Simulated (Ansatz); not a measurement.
## Cu: energy along a strain

Cu, P6_3/mmc, a = 2.534 Å, c = 4.113 Å (as given, not relaxed at this level: -1.6 GPa). This isn't the element's structure at ambient conditions. Ansatz: PBEsol, PAW, 420 eV, Γ-centred 24×24×12 mesh on 2 atoms, Gaussian smearing 0.15 eV; no spin polarisation. Cell vectors (Å): 2.534 0.000 0.000; -1.267 2.195 0.000; 0.000 0.000 4.113. The cell is strained by x per cent times the pattern (0 0 1 0 0 0) in the order xx yy zz yz xz xy (engineering shears), with fractional coordinates held. y is the free energy over the start, V0 = 11.436 Å³/atom.

```
x (%) y (meV/atom)
-2.00          3.98
-1.50          2.13
-1.00          0.86
-0.50          0.16
 0.00          0.00
 0.50          0.36
 1.00          1.23
 1.50             ?
 1.75          3.42
 2.00          4.38
```

Q: Fit y = c1 x + c2 x² + c3 x³ to the other rows, get the stiffness along the pattern, and predict the missing energy.

A: Least squares on the rows shown. y = 0.2108 x + 1.045 x² − 0.02773 x³. The clamped-ion stiffness p·C·p = 2 × 10.45 eV × 160.2 / 11.436 Å³ = 293 GPa, which is C33 in these axes (second derivative at the start, which stands under stress). At x = 1.50 the fit asked for gives 2.57 meV/atom. The run gave 2.57 meV/atom, the same to the digits shown.